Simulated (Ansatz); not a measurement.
Input:

Cs₂NaLaCl₆:
```cif
data_Cl24Cs8La4Na4
_chemical_formula_sum 'Cs8 Na4 La4 Cl24'
_space_group_name_H-M_alt 'Fm-3m'
_space_group_IT_number 225
_space_group_name_Hall '-F 4 2 3'
_cell_length_a 10.65919
_cell_length_b 10.65919
_cell_length_c 10.65919
_cell_angle_alpha 90.000
_cell_angle_beta 90.000
_cell_angle_gamma 90.000
loop_
_atom_site_label
_atom_site_type_symbol
_atom_site_symmetry_multiplicity
_atom_site_Wyckoff_symbol
_atom_site_fract_x
_atom_site_fract_y
_atom_site_fract_z
_atom_site_occupancy
Cs1 Cs 8 c 0.25000 0.25000 0.25000 1
Na1 Na 4 b 0.50000 0.50000 0.50000 1
La1 La 4 a 0.00000 0.00000 0.00000 1
Cl1 Cl 24 e 0.00000 0.00000 0.25400 1
```
(The calculation used a cell of 10 atoms; values per cell refer to that cell.)

This is the LDA-relaxed structure.

Problem. All from DFT-LDA in the program Ansatz with PAW potentials, unless another level is named. Give the hole effective mass, band 1 of 3 at the edge.

Solution. 3.0 along [110], 2.3 along [111] (mₑ).

Problem. Give the hole effective mass, band 3 of 3 at the edge.

Solution. 1.3 along [100], 1.3 along [110], 1.7 along [111] (mₑ).

Problem. And the formation energy from the elements (no fitted shifts)?

Solution. -2.15 eV/atom.

Problem. And the weight of the conduction-edge state by species (Voronoi cells)?

Solution. La 93 %, Cl 5 %.

The workflow started from a Materials Project entry (that database holds measured and hypothetical structures alike); the Crystallography Open Database copy checked does not list it. Whether it is the stable phase at ambient conditions was not checked. The LDA relaxation kept the symmetry of its start; phonons on a q-mesh show weakly imaginary modes. The references are the lowest solids computed at this level, not always the standard phases (solids in place of the gases). Scalar-relativistic: spin–orbit coupling is off unless named, which matters more the heavier the elements.

Potentials: the later of the program's two PAW sets.

Edges and masses are those of Kohn–Sham bands, whose gap is no quasiparticle gap.
